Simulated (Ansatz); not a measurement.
SiC:
```
CELL_PARAMETERS angstrom
      3.07761     0.00000     0.00000
     -1.53880     2.66529     0.00000
      0.00000     0.00000    10.07629
ATOMIC_POSITIONS crystal
  Si 0.00000 0.00000 0.00030
  Si 0.00000 0.00000 0.50030
  Si 0.66667 0.33333 0.75025
  Si 0.33333 0.66667 0.25025
  C  0.00000 0.00000 0.81287
  C  0.00000 0.00000 0.31287
  C  0.66667 0.33333 0.56221
  C  0.33333 0.66667 0.06221
```

x, y and z are the axes in which the lattice vectors are written.

Give the proper piezoelectric stress tensor with relaxed ions from plane-wave PAW r²SCAN (Ansatz code).

In C/m², rows x, y, z, Voigt columns; mesh uncertainty up to 0.00.
```
 0.00   0.00   0.00   0.00  -0.01   0.00
 0.00   0.00   0.00  -0.01   0.00   0.00
 0.04   0.04  -0.11   0.00   0.00   0.00
```

The elastic tensor of the same run (GPa):

```json
[
 {"": "1", "1": "526", "2": "109", "3": "51.0", "4": "0.0", "5": "0.0", "6": "0.0"},
 {"": "2", "1": "109", "2": "526", "3": "51.0", "4": "0.0", "5": "0.0", "6": "0.0"},
 {"": "3", "1": "51.0", "2": "51.0", "3": "575", "4": "0.0", "5": "0.0", "6": "0.0"},
 {"": "4", "1": "0.0", "2": "0.0", "3": "0.0", "4": "172", "5": "0.0", "6": "0.0"},
 {"": "5", "1": "0.0", "2": "0.0", "3": "0.0", "4": "0.0", "5": "172", "6": "0.0"},
 {"": "6", "1": "0.0", "2": "0.0", "3": "0.0", "4": "0.0", "5": "0.0", "6": "208"}
]
```

Convert to strain constants d = e·S.

In pC/N:
```
 0.0   0.0   0.0   0.0  -0.1   0.0
 0.0   0.0   0.0  -0.1   0.0   0.0
 0.1   0.1  -0.2   0.0   0.0   0.0
```

Space group P6_3mc (4H polytype). Symmetry was held in the r²SCAN relaxation; phonons on a q-mesh show no instability.

Potentials: the later of the program's two PAW sets.
